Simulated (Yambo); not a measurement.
CsCdCl3 (cubic perovskite, space group Pm-3m, No. 221), G0W0@LDA in Yambo (2×2×2 mesh, plasmon pole; 8 Ry block, no terminator). The number N of bands in W and G is varied.

```json
[
 {"N": "95", "x = 1/N": "0.01053", "gap R → Γ (eV)": "3.912", "shift of the valence edge (eV)": "-0.676"},
 {"N": "144", "x = 1/N": "0.00694", "gap R → Γ (eV)": "3.757", "shift of the valence edge (eV)": "-0.839"},
 {"N": "207", "x = 1/N": "0.00483", "gap R → Γ (eV)": "3.685", "shift of the valence edge (eV)": "-0.968"},
 {"N": "268", "x = 1/N": "0.00373", "gap R → Γ (eV)": "?", "shift of the valence edge (eV)": "?"}
]
```

Q: Basis-set arguments suggest E = E∞ + A x. Fix A and E∞ from the two rows above the withheld one, predict the row at 268 bands, and test the form.

A: Gap: A = (3.685 − (3.757))/(0.00483 − 0.00694) = 34.1, E∞ = 3.520 eV, so 3.647 eV is predicted; the run gave 3.677 eV (miss 30 meV). The first two rows have slope 43.2, so the form doesn't hold yet over the whole range. Shift: A = (-0.968 − (-0.839))/(0.00483 − 0.00694) = 61.1, E∞ = -1.263 eV, so -1.035 eV is predicted; the run gave -1.062 eV (miss 27 meV). The first two rows have slope 45.4, so the form doesn't hold yet over the whole range. The other settings are held fixed.

Spin-orbit coupling is not included.

Geometry of the Materials Project entry, not relaxed at this level; primitive cell a = 5.2644 Å, b = 5.2644 Å, c = 5.2644 Å, α = 90.00°, β = 90.00°, γ = 90.00°.

A shift is the quasiparticle energy of the state minus its LDA energy.
